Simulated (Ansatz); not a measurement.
Here is the system:

Ga2O3:
```yaml
crystal:
  lattice:
    - [6.13940, 1.52370, 0.00000]
    - [-6.13940, 1.52370, 0.00000]
    - [-1.37692, 0.00000, 5.64419]
  atoms:
    - { symbol: Ga, position: [0.34125, 0.65875, 0.68554] }
    - { symbol: Ga, position: [0.65875, 0.34125, 0.31446] }
    - { symbol: Ga, position: [0.90955, 0.09045, 0.20471] }
    - { symbol: Ga, position: [0.09045, 0.90955, 0.79529] }
    - { symbol: O, position: [0.50375, 0.49625, 0.74406] }
    - { symbol: O, position: [0.49625, 0.50375, 0.25594] }
    - { symbol: O, position: [0.82678, 0.17322, 0.43724] }
    - { symbol: O, position: [0.17322, 0.82678, 0.56276] }
    - { symbol: O, position: [0.16525, 0.83475, 0.10946] }
    - { symbol: O, position: [0.83475, 0.16525, 0.89054] }
```

This is the PBEsol-relaxed structure.

Q: All from plane-wave PAW PBEsol (Ansatz code), unless another level is named. Give the hole effective mass with spin–orbit coupling.

A: 3.1, 3.4, 4.4 mₑ (principal values).

Q: Give the HSE06 gap on the PBEsol cell.

A: 4.13 eV.

Q: Next, the formation energy from the elements (no fitted shifts)?

A: -1.89 eV/atom.

Q: Predict the electron effective mass.

A: 0.22, 0.23, 0.24 mₑ (principal values).

Space group C2/m. The cell was relaxed with PBEsol under the symmetry of its start. The references are the lowest solids computed at this level, not always the standard phases (solids in place of the gases). Spin–orbit coupling is left out wherever it is not named.

Potentials: the earlier of the program's two PAW sets. The files were generated under PBE; for other functionals the program regenerates the frozen cores, and for LDA and PBEsol the local potential too.
